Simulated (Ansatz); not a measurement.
Input and command of a calculation in Ansatz (plane waves; scalar-relativistic PAW potentials unless the input names others):

```yaml
crystal:
  lattice:
    - [0.0, 2.8016907859, 2.8016907859]
    - [2.8016907859, 0.0, 2.8016907859]
    - [2.8016907859, 2.8016907859, 0.0]
  atoms:
    - { symbol: Ga, position: [0.0, 0.0, 0.0] }
    - { symbol: As, position: [0.75, 0.75, 0.75] }
basis:
  ecutwfc: 420
  precision: f64
kpoints:
  mp_grid: { grid: [12, 12, 12] }
hamiltonian:
  xc: lda
  dispersion: d3bj
scf:
  occupations: { method: gaussian, width: 0.02 }
  eigensolver: { kind: davidson }
output:
  forces: true
  eigenvalues: true
  stress: true
```

```bash
ansatz run input.yaml --threads 4 --pin off --max-ram 8192MiB --backend cpu --events-out ev --progress --plain --runs-dir out
```

Abridged log:
```
Warning: the engine holds no damping parameters fitted to this dispersion correction and functional, so the run takes those fitted to pbe (hamiltonian.dispersion, under Limitations)
Basis set: ecut = 420 eV, 869 PW (Γ)
Bands: 18, of which v1, the nominal top of the filled ones, is band 14 counted from 1 (13 counted from 0)
Symmetry: 24 space group operations
k-points: 72 of 1728 (time reversal used)
SCF iter   1: F=—  HF=-8481.968663 eV  |F-HF|=—  |Δ(HF+E_count)|=         —  Δρ=5.49e-3  dr2=7.79e-3  ethr=1.77e-3  ⟨swp⟩=6.4  Hψ=5522  notcnv=0
SCF iter   2: F=—  HF=-8481.966464 eV  |F-HF|=—  |Δ(HF+E_count)|=   2.20e-3  Δρ=2.35e-3  dr2=9.89e-4  ethr=2.78e-5  ⟨swp⟩=3.9  Hψ=3157  notcnv=0  defer=15
SCF iter   3: F=—  HF=-8481.966376 eV  |F-HF|=—  |Δ(HF+E_count)|=   8.76e-5  Δρ=7.93e-4  dr2=1.38e-4  ethr=3.53e-6  ⟨swp⟩=2.2  Hψ=2298  notcnv=0
automatic band count: iteration 3 solves 17 bands in place of 18: the levels show a gap, and the empty bands left out lie too high to hold charge; the band table lists the bands solved (type scf.n_extra_bands for more)
SCF iter   4: F=—  HF=-8481.966380 eV  |F-HF|=—  |Δ(HF+E_count)|=   4.38e-6  Δρ=1.72e-4  dr2=7.85e-6  ethr=2.90e-8  ⟨swp⟩=2.0  Hψ=5470  notcnv=0
SCF iter   5: F=—  HF=-8481.966369 eV  |F-HF|=—  |Δ(HF+E_count)|=   1.09e-5  Δρ=3.73e-5  dr2=4.59e-7  ethr=2.80e-8  ⟨swp⟩=4.0  Hψ=3237  notcnv=0
SCF iter   6: F=-8481.966369 eV  HF=-8481.966369 eV  |F-HF|=1.19e-9  |Δ(HF+E_count)|=   1.22e-7  Δρ=1.58e-5  dr2=5.69e-8  ethr=1.64e-9  ⟨swp⟩=3.0  Hψ=2494  notcnv=0
SCF 1 converged in 6 iterations: F = -8481.966369 eV  dr2 = 5.69e-8
  Residual-converged pass: ⟨swp⟩=3.3  Hψ=3203  notcnv=0  max |occ|·‖R‖ = 6.7e-6 eV (tolerance 6.7e-6 eV) dr2=5.85e-8  dr2_onsite=2.97e-8  max |Δocc| = 1.1e-69
SCF converged after 6 iterations
Free energy (F): -8481.966369 eV
Harris-Foulkes:  -8481.966369 eV  (|F-HF|=1.19e-9)
Internal energy: -8481.966369 eV  (E = F + TS)
E sigma→0 (E₀):  -8481.966369 eV
Fermi energy:    8.481618 eV
  E_disp       = -0.668806  (pairwise vdW)
--- Forces (eV/Å), atoms counted from 1 ---
  atom   1  Ga     0.00000000     0.00000000     0.00000000
  atom   2  As     0.00000000     0.00000000     0.00000000
--- Stress (GPa, compression-positive) ---
       -2.606510       0.000000       0.000000
        0.000000      -2.606510       0.000000
        0.000000       0.000000      -2.606510
  P = ⅓ Tr σ = -2.6065 GPa (-26.065 kbar)
```

Apart from outputs, empty bands and the relaxation, which only the reference makes, the input differs from a reference run on usual settings in scf.eigensolver.kind: not typed → "davidson"; basis.precision: not typed → "f64"; hamiltonian.dispersion: not typed → "d3bj". The reference, at the same geometry, ended its own course with pressure -0.01 GPa, largest force 0.000 eV/Å, gap on the mesh 0.49 eV. This run converged in 6 SCF iterations with an energy at zero smearing 334 meV/atom below the reference's (the Hamiltonian itself differs), pressure -2.61 GPa, largest force 0.000 eV/Å, gap on the mesh 0.49 eV.

Time: 2.5 s on 4 threads of Intel(R) Xeon(R) Processor @ 2.70GHz, on a shared host, peak memory 0.39 GiB.